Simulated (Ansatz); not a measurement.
The runs began from a structure in Materials Project; this end point is another cell, not compared with measured phases.

A relaxed structure of ScF3. Space group P4/mmm (No. 123). Calculation: PBEsol (plane waves to 420 eV, PAW, scalar-relativistic; Ansatz, an electronic-structure program).

```cif
data_F3Sc
_chemical_formula_sum 'F3 Sc1'
_space_group_name_H-M_alt 'P4/mmm'
_space_group_IT_number 123
_space_group_name_Hall '-P 4 2'
_cell_length_a 4.57093
_cell_length_b 4.57093
_cell_length_c 3.60918
_cell_angle_alpha 90.000
_cell_angle_beta 90.000
_cell_angle_gamma 90.000
loop_
_atom_site_label
_atom_site_type_symbol
_atom_site_symmetry_multiplicity
_atom_site_Wyckoff_symbol
_atom_site_fract_x
_atom_site_fract_y
_atom_site_fract_z
_atom_site_occupancy
F1 F 1 a 0.00000 0.00000 0.00000 1
Sc1 Sc 1 b 0.00000 0.00000 0.50000 1
F2 F 2 f 0.00000 0.50000 0.00000 1
```

**Question.** What is the computed band gap (PBEsol)?

**Answer.** 1.83 eV, indirect (valence top at Z, conduction bottom at Γ) (no spin-orbit coupling).

**Question.** Give the smallest direct gap at the level PBEsol.

**Answer.** 1.87 eV at Γ.

No spin polarisation in the result.

The run could not lose the symmetry of its start.

All atoms sit on sites fixed by symmetry, so only the cell could relax.

It was reached from a disturbed copy of a Pm-3m (No. 221) cell (ReO3 type), against which it lies +1.653 eV/atom.
